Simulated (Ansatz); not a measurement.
Here is an unrelaxed guess for SrSb2H.

```cif
data_structure
_symmetry_space_group_name_H-M 'Pmmm'
_symmetry_Int_Tables_number 47
_cell_length_a 3.3185
_cell_length_b 4.9174
_cell_length_c 6.0602
_cell_angle_alpha 90.000
_cell_angle_beta 90.000
_cell_angle_gamma 90.000
_cell_volume 98.89
loop_
_atom_site_label
_atom_site_type_symbol
_atom_site_symmetry_multiplicity
_atom_site_Wyckoff_symbol
_atom_site_fract_x
_atom_site_fract_y
_atom_site_fract_z
_atom_site_occupancy
Sr1 Sr 1 b 0.50000 0.00000 0.00000 1
Sb1 Sb 1 h 0.50000 0.50000 0.50000 1
Sb2 Sb 1 f 0.50000 0.50000 0.00000 1
H1 H 1 e 0.00000 0.50000 0.00000 1
```

Method: DFT PBE, scalar-relativistic, plane waves, PAW in Ansatz 0.2.0. Plane waves to 420 eV, a k mesh through Γ of 6×4×4 on the computed 4-atom cell and Gaussian smearing (0.10 eV); no spin polarisation.

Formation energies are uncorrected and refer to the elements' standard structures at the same level (H₂ as a molecule).

**Question.** What does a single point on this coarse mesh give?

**Answer.** The pressure is 28.1 GPa (the mean over three directions, positive in compression), the largest force is 0.00 eV/Å (symmetry fixes the atoms), and the energy is +1.56 eV/atom against the elements. The shortest distance is 1.66 Å.

**Question.** How much does it gain on relaxing, and where does it end?

**Answer.** Relaxing gains about 1.3 eV/atom (the start's value is from the coarse mesh, so the gain is rough) in 20 ionic steps and ends at +0.30 eV/atom on the finer mesh. The symmetry stays Pmmm (No. 47). The volume per atom grows by 51.4 %, from 24.7 to 37.4 Å³. The shortest distance goes from 1.66 Å (Sb–H) to 1.97 Å (Sb–H). Conventional cell: a = 3.939 Å, b = 5.912 Å, c = 6.429 Å. Sr is surrounded by 2 Sb at 3.21 Å; Sb on its first site has 2 Sb at 2.96 Å; H has 2 Sb at 1.97 Å; 1 more site not described.

The last run used a 12×8×8 mesh (in the run's order of axes) for its 4-atom cell and Gaussian smearing of 0.10 eV. Spin–orbit coupling, which can matter for Sb, is left out. The cell is a metal run without spin; a magnetic state may lie lower. With hydrogen, zero-point motion can shift formation energies by some tens of meV/atom. The relaxation can't lower the symmetry of the start. A structure relaxed within its symmetry needn't be a true minimum.
